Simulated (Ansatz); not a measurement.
## WCl$_{3}$F$_{2}$ (P-1) at 3 levels of theory

One geometry, relaxed with PBE; plane waves with PAW potentials in Ansatz, scalar-relativistic. No spin polarisation. +U rows take U_eff W 6.20 eV on the d shells. Gaps are the least over mesh and band path; pressure is positive in compression.

```cif
data_structure
_symmetry_space_group_name_H-M 'P-1'
_symmetry_Int_Tables_number 2
_cell_length_a 6.1495
_cell_length_b 7.5175
_cell_length_c 8.4982
_cell_angle_alpha 103.583
_cell_angle_beta 98.798
_cell_angle_gamma 104.428
_cell_volume 360.38
loop_
_atom_site_label
_atom_site_type_symbol
_atom_site_symmetry_multiplicity
_atom_site_Wyckoff_symbol
_atom_site_fract_x
_atom_site_fract_y
_atom_site_fract_z
_atom_site_occupancy
W1 W 2 i 0.07486 0.16689 0.16069 1
Cl1 Cl 2 i 0.98119 0.22242 0.41498 1
Cl2 Cl 2 i 0.32875 0.47017 0.25131 1
Cl3 Cl 2 i 0.20845 0.14868 0.90135 1
F1 F 2 i 0.83684 0.24154 0.06067 1
F2 F 2 i 0.29421 0.05020 0.21966 1
```

```tsv
level	cutoff (eV)	k mesh	gap (eV)	pressure (GPa)
PBE	420	6×4×4	1.35	0.0
```

Task: What comes out on the same cell with r2SCAN, PBE+U?

Result:
| level | cutoff (eV) | k mesh | gap (eV) | pressure (GPa) |
| --- | --- | --- | --- | --- |
| r2SCAN | 500 | 6×4×4 | 1.60 | -1.4 |
| PBE+U | 420 | 6×4×4 | 1.37 | 0.8 |

Spin-orbit coupling matters for the bands of heavy elements and is left out. The cell holds layers, chains or molecules and no dispersion correction was added, so their binding is poorly described.

It was reached by relaxing an invented guess, and it needn't be the stable form of this composition.
